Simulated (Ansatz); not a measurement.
This cell of Ca (fcc, Cu type) is off equilibrium:

```
Ca
1.0
    0.00000     5.56846     5.56846
    2.78423     0.00000     2.78423
    2.78423     2.78423     0.00000
Ca
2
Direct
  0.00000   0.05398   0.96514
  0.50000   0.94602   0.03486
```

Level of theory: r2SCAN (plane waves to 500 eV, PAW, scalar-relativistic; Ansatz, a program for electronic structure). k mesh 7×14×14 (Γ-centred), Fermi-Dirac smearing 0.05 eV. Compression counts positive. With partly filled bands, energies and forces of such displacements shift with the k mesh and the smearing. Ca was relaxed with its symmetry unable to fall.

Task: Predict the force on every atom, in eV/Å.

Result: 
```csv
atom,Fx,Fy,Fz
Ca1,-0.047,0.083,-0.117
Ca2,0.047,-0.083,0.117
```

(A displaced cell: forces are minus the slopes of the energy, force constants its curvatures, and phonons follow from these.)
